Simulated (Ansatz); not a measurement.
Input and command of a calculation in Ansatz (plane waves; scalar-relativistic PAW potentials unless the input names others):

```yaml
crystal:
  lattice:
    - [1.4317897157, -2.57718412, 0.0]
    - [1.4317897157, 2.57718412, 0.0]
    - [0.0, 0.0, 4.9101357023]
  atoms:
    - { symbol: Au, position: [0.6638258034, 0.3361741966, 0.25], spin: 2.0 }
    - { symbol: Au, position: [0.3361741966, 0.6638258034, 0.75] }
basis:
  ecutwfc: 500
kpoints:
  mp_grid: { grid: [16, 16, 10] }
hamiltonian:
  xc: r2scan
scf:
  occupations: { method: gaussian, width: 0.1 }
  max_iter: 50
output:
  forces: true
  eigenvalues: true
  stress: true
```

```bash
ansatz run input.yaml --threads 1 --pin off --max-ram 2560MiB --backend cpu --events-out ev --progress --plain --runs-dir out
```

**Question.** What will the program do with this input?

**Answer.** The program refuses it, because of a moment without spin polarisation (crystal.atoms[0].spin: not typed → 2.0). Without that key it is accepted.

Abridged log:
```
Error: inconsistent input (magnetization.spin_polarized): false but per-atom `spin:`, `per_species`, `initial_magnetization`, `magnetic_field`, or `spin_locking` is set
```